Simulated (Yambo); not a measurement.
G0W0@PBEsol for CaHI (space group P4/nmm, No. 129) in Yambo. Reference settings: 4×4×1 Γ-centred k mesh, 310 bands and a 6 Ry block in the screening, 310 bands in G with the Bruneval-Gonze terminator, plasmon pole fitted at 27.2 eV. The PBEsol gap Γ → M on this mesh is 3.13 eV; G0W0 gaps are taken between the same points.

With and without the terminator, as bands are cut:

| bands in G (in W) | gap, terminator (eV) | gap, none (eV) | valence shift, terminator (eV) | valence shift, none (eV) |
|---|---|---|---|---|
| 118 (310) | 4.675 | 4.595 | -0.756 | -0.256 |
| 200 (310) | 4.710 | 4.712 | -0.876 | -0.651 |
| 310 (310) | 4.706 | 4.711 | -0.900 | -0.785 |

Over this range the gap spans 0.035 eV with the terminator and 0.117 eV without, the valence shift 0.144 eV and 0.529 eV. Neither column has reached its limit for certain.

Spin-orbit coupling is included.

Geometry relaxed with PBE+D3(BJ); primitive cell a = b = 3.980 Å, c = 8.591 Å, α = β = γ = 90.00°.

A shift is the quasiparticle energy of the state minus its PBEsol energy.
